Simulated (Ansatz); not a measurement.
Cells of TlO$_{2}$ relaxed with PBEsol (plane waves to 420 eV, PAW, scalar-relativistic; Ansatz, an electronic-structure program), each with a space-group label. One label is wrong.

**A**, labelled P4₂/mnm (No. 136)
```yaml
crystal:
  lattice:
    - [5.05800, 0.00000, 0.00000]
    - [0.00000, 5.05800, 0.00000]
    - [0.00000, 0.00000, 3.44050]
  atoms:
    - { symbol: Tl, position: [0.50000, 0.50000, 0.50000] }
    - { symbol: Tl, position: [0.00000, 0.00000, 0.00000] }
    - { symbol: O, position: [0.81196, 0.81196, 0.50000] }
    - { symbol: O, position: [0.31196, 0.68804, 0.00000] }
    - { symbol: O, position: [0.68804, 0.31196, 0.00000] }
    - { symbol: O, position: [0.18804, 0.18804, 0.50000] }
```

**B**, labelled I4/mmm (No. 139)
```yaml
crystal:
  lattice:
    - [-2.02864, 2.02864, 2.33833]
    - [2.02864, -2.02864, 2.33833]
    - [2.02864, 2.02864, -2.33833]
  atoms:
    - { symbol: Tl, position: [0.50000, 0.50000, 0.00000] }
    - { symbol: O, position: [0.25000, 0.75000, 0.50000] }
    - { symbol: O, position: [0.75000, 0.25000, 0.50000] }
```

**C**, labelled Fm-3m (No. 225)
```xyz
6
Lattice="-2.1793 2.1793 5.2872 2.1793 -2.1793 5.2872 2.1793 2.1793 -5.2872" Properties=species:S:1:pos:R:3 pbc="T T T"
Tl     0.0000     0.0000     5.2872
Tl     2.1793     0.0000     2.6436
O      0.0000     0.0000     3.1998
O      2.1793     0.0000     0.5562
O      2.1793     0.0000     4.7310
O      0.0000     0.0000     7.3746
```

Task: Which label is wrong, and what should it be (tolerance 0.01 Å)?

Result: C: its symmetry is I4₁/amd, origin choice 1 (No. 141), tI12, anatase type; a = 4.359 Å, b = 4.359 Å, c = 10.574 Å, α = 90.00°, β = 90.00°, γ = 90.00°.

Each run could gain symmetry but not lose that of its start, so entries can be saddle points. All of these are generated cells (placed on structure types, drawn at random, substituted or restacked) that were not matched to a known phase here.

Spin states reached: non-magnetic, ferromagnetic; non-magnetic ones ran without spin or lost their moments; spin orders were not searched systematically.
